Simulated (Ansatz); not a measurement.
Notes on YB₆

```
CELL_PARAMETERS angstrom
4.17233 0.00000 0.00000
0.00000 4.17233 0.00000
0.00000 0.00000 4.17233
ATOMIC_POSITIONS crystal
Y 0.00000 0.00000 0.00000
B 0.20700 0.50000 0.50000
B 0.50000 0.20700 0.50000
B 0.79300 0.50000 0.50000
B 0.50000 0.79300 0.50000
B 0.50000 0.50000 0.20700
B 0.50000 0.50000 0.79300
```

Level: r2SCAN, no spin polarisation; 500 eV; 6×6×6 Γ-centred mesh; methfessel-paxton occupations (width 0.1346 eV); Ansatz 0.2.0, fixed geometry.

Question: What does the stress say?

Answer: The pressure is -7.4 GPa (compression positive), so with the atoms held at these fractions the cell would first shrink; the forces are large, so a full relaxation may end otherwise.

Question: Which element gives electrons and which takes them?

Answer: Bader charges in e: Y +1.93, B -0.32. In the mean Y gives up most and B takes most.

Question: Metal or insulator?

Answer: It is a metal, with about 0.91 states/eV a cell as the mean within 0.25 eV of the Fermi level, mostly Y d (56 %) and B p (39 %).

Question: Where is the largest force?

Answer: The largest is on B6 (and as large on other atoms): 1.80 eV/Å, components (0.00, 0.00, -1.80). It makes 0° with the line to a nearest neighbour, B7 at 1.73 Å, pointing towards it.

Origin: a database entry at a rescaled volume. Caveats: atoms or cell far from equilibrium.
